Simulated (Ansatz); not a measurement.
Mn$_{3}$RhN (anti-perovskite, space group No. 221) under volume change, plane-wave PAW PBEsol (Ansatz code), scaled uniformly.

```tsv
V (Å³/atom)	E − E(relaxed) (meV/atom)	P (GPa)
9.261	97.6	37.25
9.566	40.8	22.71
9.871	9.6	10.41
10.177	0.0	0.00
10.482	8.6	-8.80
10.787	32.7	-16.25
11.093	69.8	-22.53
```

### Question
What does a third-order Birch–Murnaghan fit give for V₀, B₀ and B′?

### Answer
V₀ = 10.18 Å³/atom, B₀ = 318 GPa, B′ = 4.6.

Space group Pm-3m (anti-perovskite). The workflow started from an entry of the Crystallography Open Database (COD). Its standing as an ambient phase is unchecked. Symmetry was held in the PBEsol relaxation. At this level the phase is dynamically unstable (imaginary phonons). The workflow began spin-polarised and lost its moments. The volume moved by -17 % from the start of the relaxation. The volume fell by over 15 % from the filed cell, which may lack light atoms or belong to other conditions.

Potentials: the later of the program's two PAW sets.
